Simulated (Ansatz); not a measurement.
**TiO2: checking dH/dP = V**

Level of theory: DFT r2SCAN, scalar-relativistic, plane waves, PAW in Ansatz 0.2.0. (500 eV cutoff, 6×4×6 k-mesh, Gaussian smearing of 0.02 eV, no spin polarisation)

The relaxed crystal:

```
CELL_PARAMETERS angstrom
4.54493 0.00000 0.00000
0.00000 5.51371 0.00000
0.00000 0.00000 4.89413
ATOMIC_POSITIONS crystal
Ti 0.50000 0.67570 0.75000
Ti 0.00000 0.82430 0.25000
Ti 0.50000 0.32430 0.25000
Ti 0.00000 0.17570 0.75000
O 0.72890 0.61823 0.08086
O 0.22890 0.88177 0.91914
O 0.77110 0.88177 0.58086
O 0.27110 0.61823 0.41914
O 0.72890 0.38177 0.58086
O 0.22890 0.11823 0.41914
O 0.77110 0.11823 0.08086
O 0.27110 0.38177 0.91914
```

Cell and atoms were relaxed at each target pressure within the start's symmetry (Pbcn), at zero temperature; other phases can be more stable under pressure. H = E + PV with P the target; E is the free energy at the smearing used, whose derivative the pressure is, per atom and counted from zero pressure.

| P (GPa) | V (Å³/atom) | E − E0 (meV) | H − H0 (meV) |
| --- | --- | --- | --- |
| 0 | 10.220 | 0.0 | 0.0 |
| 1 | 10.176 | 0.1 | 63.7 |
| 4 | 10.050 | 2.1 | 253.0 |
| 12 | 9.744 | 17.2 | 747.0 |
| 25 | 9.326 | 65.1 | 1520.2 |

Problem. Thermodynamics gives dH/dP = V along a relaxed path. Integrate V over P by the trapezoid rule and compare with the computed enthalpies.

Solution. With 1 eV/Å³ = 160.22 GPa, each step adds the mean volume times ΔP / 160.22:
```csv
P (GPa),∫V dP (meV),H − H0 (meV),difference (meV)
1,63.7,63.7,0.0
4,253.0,253.0,0.0
12,747.2,747.0,0.2
25,1520.8,1520.2,0.6
```

V(P) curves upward, so the trapezoid rule runs high; integrating a smooth curve through the same points (P as a polynomial of degree 4 in ln V) puts that excess at about 0.9 meV at 25 GPa, against the 0.6 meV found.

Problem. At 25 GPa, how much of the enthalpy change is stored energy and how much is the PV term?

Solution. E rises by 65 meV/atom and PV is 25 × 9.326 / 160.22 = 1455 meV/atom, so PV makes 96 % of ΔH. So between rival structures at high pressure a small difference in volume can outweigh the difference in energy: 1 % of this volume is worth 14.6 meV/atom at this pressure.

Problem. What bulk modulus do the lowest pressures give, and how is the compression shared among the axes?

Solution. From the pressures that the runs reached, -1.00 GPa (10.266 Å³) and 1.00 GPa (10.176 Å³), B = −ΔP/Δln V = 2.00 / 0.0088 = 227 GPa, a mean over that range. The linear compressibilities −Δln(length)/ΔP are 1.43 along a, 1.83 along b, 1.14 along c (in TPa⁻¹). With fixed angles they add up to 1/B: 4.40 against 4.40. Softest: b, at 42 % of the volume change per axis.

Problem. The gap is 3.034 eV at -1.00 GPa and 3.058 eV at 1.00 GPa. What pressure coefficient and volume deformation potential follow?

Solution. dE_g/dP = 12.0 meV/GPa, and a_V = dE_g/d ln V = −B dE_g/dP = -2.72 eV. If the edges move to other points of the zone within the range, this is a mean of two slopes. Gaps are generalised Kohn–Sham gaps over the whole zone.

This form isn't the usual stable structure of the compound.

Cost: 6 runs of about 10 core-minutes in all, on AMD EPYC 9R45 (Zen 5) (shared hosts).